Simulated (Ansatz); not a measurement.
## Which element?

Cell vectors (Å):

```
 3.4575  0.0000  0.0000
-1.7288  2.9943  0.0000
 0.0000  0.0000  5.7713
```

```csv
atom,a,b,c
X,0.3333,0.6667,0.2500
X,0.6667,0.3333,0.7500
```

Level of theory: PBEsol, PAW on Ansatz 0.2.0's default frozen-core files (fitted under PBE), scalar-relativistic. k mesh 16×16×10, strains of ±0.005, Fermi-Dirac smearing of 0.080 eV.

Elastic constants of a crystal by Kohn-Sham DFT: slopes of the stress over finite engineering strains of the given cell, Voigt indices, Cartesian axes as in the cell vectors.

| index | elastic (GPa) |
| --- | --- |
| 11 | 68.5 |
| 12 | 44.1 |
| 13 | 28.8 |
| 33 | 84.1 |
| 44 | 10.5 |

Question: All X atoms are one element. Which one was computed?

Answer: Pb; the crystal is Pb (P6_3/mmc, a database entry that needn't be its stable phase).

Limits of these numbers: frozen-core PAW files fitted under PBE, their cores solved anew for the functional of the run; responses of metals move with mesh and smearing; elastic stability says nothing of phonons or of other phases; no spin-orbit coupling on heavy atoms.
